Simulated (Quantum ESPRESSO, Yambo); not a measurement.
## G0W0 results for SrClF

```xyz
6
Lattice="4.1296 0.0000 0.0000 0.0000 4.1296 0.0000 0.0000 0.0000 6.9766" Properties=species:S:1:pos:R:3 pbc="T T T"
F      2.0648     2.0648     0.0000
F      0.0000     0.0000     0.0000
Cl     2.0648     0.0000     4.4992
Cl     0.0000     2.0648     2.4774
Sr     0.0000     2.0648     5.5778
Sr     2.0648     0.0000     1.3988
```

The geometry is that of Materials Project entry mp-22957, symmetrised and not relaxed again.

Starting point: PBEsol (pw.x of Quantum ESPRESSO, ONCV potentials, without SOC). G0W0 in Yambo: 4×4×2 Γ-centred k mesh, 131 bands and a 6 Ry block in the screening, 131 bands in G with the Bruneval-Gonze terminator, plasmon pole fitted at 27.2 eV.

| Property | Result |
|---|---|
| PBEsol gap along the band path | 5.78 eV |
| PBEsol gap between the mesh's edge points (Γ → Γ) | 5.78 eV |
| G0W0 gap between the same points | 8.76 eV |

| k point | band | E PBEsol (eV) | E QP (eV) | shift (eV) | Z |
|---|---|---|---|---|---|
| Γ | VB | 0.00 | -1.76 | -1.76 | 0.83 |
| Γ | CB | 5.78 | 7.00 | 1.22 | 0.87 |
| A | VB | -0.44 | -2.25 | -1.81 | 0.83 |
| A | CB | 8.27 | 9.85 | 1.58 | 0.86 |

Energies count from the PBEsol valence-band maximum.

Nearest settings tried, and what they do to the gap: 104 bands in W, 104 bands in G: +36 meV; 5 Ry block (153 vectors against 191): -42 meV; 2×2×1 mesh: -97 meV. So the settings aren't converged at that level.
